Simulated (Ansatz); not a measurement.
Ag$_{3}$SI:
```
Ag3SI
1.0
    4.86876     0.00000     0.00000
    0.00000     4.86876     0.00000
    0.00000     0.00000     4.86876
Ag S I
3 1 1
Cartesian
  2.43438   2.43438   0.00000
  0.00000   2.43438   2.43438
  2.43438   0.00000   2.43438
  2.43438   2.43438   2.43438
  0.00000   0.00000   0.00000
```

Relaxed with PBEsol. Special points in fractions of this cell's reciprocal vectors: Γ (0.000, 0.000, 0.000); X (0.000, 0.500, 0.000); M (0.500, 0.500, 0.000); R (0.500, 0.500, 0.500).

Problem. List the band energies nearest the valence-band maximum at these points for the program Ansatz at the PBEsol with spin–orbit coupling level (PAW).

Solution. In eV from the valence-band maximum; about four levels below and three above (degenerate sets whole), none deeper than 8.9 eV; points with the same levels are listed once.

```csv
k,below,above
Γ,-1.65 -1.65 -1.65 -1.65,0.53 0.53 1.76 1.76 1.76 1.76
X,-1.61 -1.61 -1.21 -1.21,2.34 2.34 3.11 3.11
M,-0.26 -0.26 0.00 0.00,0.69 0.69 1.62 1.62
R,-1.31 -1.31 -1.31 -1.31 -1.16 -1.16,4.40 4.40 4.84 4.84 4.84 4.84
```

Space group Pm-3m (anti-perovskite). The workflow started from an entry of the Crystallography Open Database (COD), which files this formula under 2 space groups. Its standing as an ambient phase is unchecked. The PBEsol relaxation kept the symmetry of its start; whether a distortion lowers the energy is not shown. The run is not spin-polarised.

Potentials: the later of the program's two PAW sets.
